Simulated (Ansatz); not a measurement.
CaGaGeH:
```yaml
crystal:
  lattice:
    - [4.10200, 0.00000, 0.00000]
    - [-2.05100, 3.55243, 0.00000]
    - [0.00000, 0.00000, 4.65287]
  atoms:
    - { symbol: Ca, position: [0.33333, 0.66667, 0.99694] }
    - { symbol: Ga, position: [0.00000, 0.00000, 0.56262] }
    - { symbol: Ge, position: [0.66667, 0.33333, 0.42354] }
    - { symbol: H, position: [0.00000, 0.00000, 0.93569] }
```

Relaxed with PBEsol. Independent-particle spectrum: no excitons, no local fields, no scissors shift; 0.1 eV broadening; ε₁ of the summed bands alone.

Tabulate the dielectric function from PBEsol (plane waves, PAW; program Ansatz).



| E (eV) | ε₁ xx | ε₂ xx | ε₁ zz | ε₂ zz |
|---|---|---|---|---|
| 0.0 | 19.13 | 0.00 | 15.37 | 0.00 |
| 0.5 | 19.96 | 0.00 | 15.93 | 0.00 |
| 1.0 | 23.84 | 0.41 | 18.20 | 0.42 |
| 1.5 | 30.70 | 8.41 | 23.69 | 4.86 |
| 2.0 | 24.50 | 19.40 | 21.65 | 14.08 |
| 2.5 | 18.79 | 41.12 | 15.60 | 26.73 |
| 3.0 | -2.67 | 31.70 | 3.31 | 23.16 |
| 3.5 | -10.07 | 19.12 | -0.67 | 17.54 |
| 4.0 | -7.14 | 12.63 | -3.77 | 12.29 |
| 4.5 | -6.95 | 8.31 | -2.30 | 7.95 |
| 5.0 | -5.90 | 7.80 | -1.51 | 8.85 |
| 5.5 | -5.88 | 4.86 | -4.91 | 10.90 |
| 6.0 | -4.35 | 3.39 | -5.50 | 5.24 |
| 6.5 | -3.29 | 3.21 | -3.69 | 2.96 |
| 7.0 | -3.12 | 2.79 | -2.32 | 2.58 |
| 7.5 | -2.59 | 1.99 | -1.60 | 2.69 |
| 8.0 | -2.33 | 1.98 | -1.97 | 2.99 |
| 8.5 | -2.00 | 1.51 | -2.10 | 2.68 |
| 9.0 | -1.67 | 1.25 | -2.29 | 1.85 |
| 9.5 | -1.75 | 1.14 | -1.69 | 1.40 |
| 10.0 | -1.15 | 0.66 | -1.45 | 1.07 |
| 10.5 | -0.85 | 0.68 | -1.06 | 1.04 |
| 11.0 | -0.54 | 0.74 | -1.05 | 0.88 |
| 11.5 | -0.73 | 0.80 | -0.92 | 0.61 |
| 12.0 | -0.64 | 0.47 | -0.70 | 0.45 |

From ε at 2.3 eV (xx: 31.55 + 24.32i), find n, k, the normal reflectivity and the absorption coefficient.

n = 5.97, k = 2.035, R = 55 %, α = 2kE/ħc = 470000 cm⁻¹.

With all bands, ε∞ without local fields is 19.2 (xx = yy), 15.4 (zz). DFPT, with local fields, gives 18.3 (xx = yy), 14.2 (zz).

Space group P3m1. The first step of the workflow began from a Materials Project structure, measured or hypothetical; the Crystallography Open Database files this formula in space group No. 156, but the cells were not matched. Its standing as an ambient phase is unchecked. Symmetry was held in the PBEsol relaxation; whether a distortion lowers the energy is not shown. Scalar-relativistic: spin–orbit coupling is off unless named, which matters more the heavier the elements.

Potentials: the later of the program's two PAW sets.
